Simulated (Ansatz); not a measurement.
MoS₂:
```cif
data_Mo2S4
_chemical_formula_sum 'Mo2 S4'
_space_group_name_H-M_alt 'P 1'
_space_group_IT_number 1
_cell_length_a 3.14944
_cell_length_b 3.14944
_cell_length_c 12.08864
_cell_angle_alpha 90.000
_cell_angle_beta 90.000
_cell_angle_gamma 120.000
loop_
_space_group_symop_operation_xyz
  'x, y, z'
loop_
_atom_site_label
_atom_site_type_symbol
_atom_site_fract_x
_atom_site_fract_y
_atom_site_fract_z
_atom_site_occupancy
Mo1 Mo 0.66667 0.33333 0.25000 1
Mo2 Mo 0.33333 0.66667 0.75000 1
S1 S 0.33333 0.66667 0.37952 1
S2 S 0.66667 0.33333 0.62048 1
S3 S 0.66667 0.33333 0.87952 1
S4 S 0.33333 0.66667 0.12048 1
```

Relaxed with PBE+D3(BJ).

Q: Give the optical modes at the zone centre with their infrared and Raman activity from DFPT, the program Ansatz at the PBE+D3(BJ) level (PAW).

A: Transverse frequencies, without the LO–TO term; a row sums one degenerate level.

| ω (cm⁻¹) | degeneracy | IR ((D/Å)²/amu) | Raman (Å⁴/amu) | activity | symmetry |
|---|---|---|---|---|---|
| 36 | 2 | 0.00 | 6.6 | Raman | E2g |
| 62 | 1 | 0.00 | 0 | silent | B1g |
| 281 | 2 | 0.00 | 0 | silent | E2u |
| 284 | 2 | 0.00 | 0.096 | Raman | E1g |
| 380 | 2 | 0.00 | 1100 | Raman | E2g |
| 380 | 2 | 2.54 | 0 | IR | E1u |
| 402 | 1 | 0.00 | 0 | silent | B2u |
| 410 | 1 | 0.00 | 2400 | Raman | A1g |
| 463 | 1 | 0.64 | 0 | IR | A2u |
| 469 | 1 | 0.00 | 0 | silent | B1g |

Q: How high does the top mode go among those that the LO–TO term moves?

A: 382 cm⁻¹ for q along x, 382 cm⁻¹ for q along y, 465 cm⁻¹ for q along z.

Space group P6_3/mmc. Symmetry was held in the PBE+D3(BJ) relaxation; phonons on a q-mesh show no instability. No spin polarisation was allowed.

Potentials: the later of the program's two PAW sets.
